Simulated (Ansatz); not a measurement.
TiB$_{2}$, DFT, PBEsol, all-electron PAW with datasets made for the crystal, scalar-relativistic (Ansatz 0.2.0), run on 1 thread of Arm Neoverse V1 on a shared host.

The geometry is COD entry 2002799, unchecked; take it as a test cell. The listed cell was then made from it by scaling, straining or moving an atom.

Command: `ansatz run input.yaml --threads 1 --pin off --max-ram 4096MiB --backend cpu --events-out ev --progress --plain --runs-dir out`

```yaml
crystal:
  lattice:
    - [3.0897821656, 0.0, 0.0]
    - [-1.5448910828, 2.6758298476, 0.0]
    - [0.0, 0.0, 3.2284]
  atoms:
    - { symbol: Ti, position: [0.0, 0.0, 0.0] }
    - { symbol: B, position: [0.3333333333, 0.6666666667, 0.5] }
    - { symbol: B, position: [0.6666666667, 0.3333333333, 0.5] }
kpoints:
  mp_grid: { grid: [14, 14, 11] }
scf:
  occupations: { method: fermi_dirac, width: 0.03 }
hamiltonian:
  xc: pbesol
  pseudopotentials: { kind: all_electron, datasets: crystal }
output:
  forces: true
  stress: true
  eigenvalues: true
  efg: { contact_densities: true }
```

Task: How large is the problem that the program sets up?

Result: 144 irreducible k-points, 393 plane waves at Γ, 9 bands.

Task: About how long does it take, and how much memory does it use?

Result: 11 s of wall time for 10 SCF iterations, with a peak of 0.49 GiB. Times on shared machines scatter by tens of per cent.

Task: And the same cell and mesh by PAW with the default files, asked for forces, stress, eigenvalues, efg, on the same hardware?

Result: 4.3 s, peak memory 0.36 GiB.
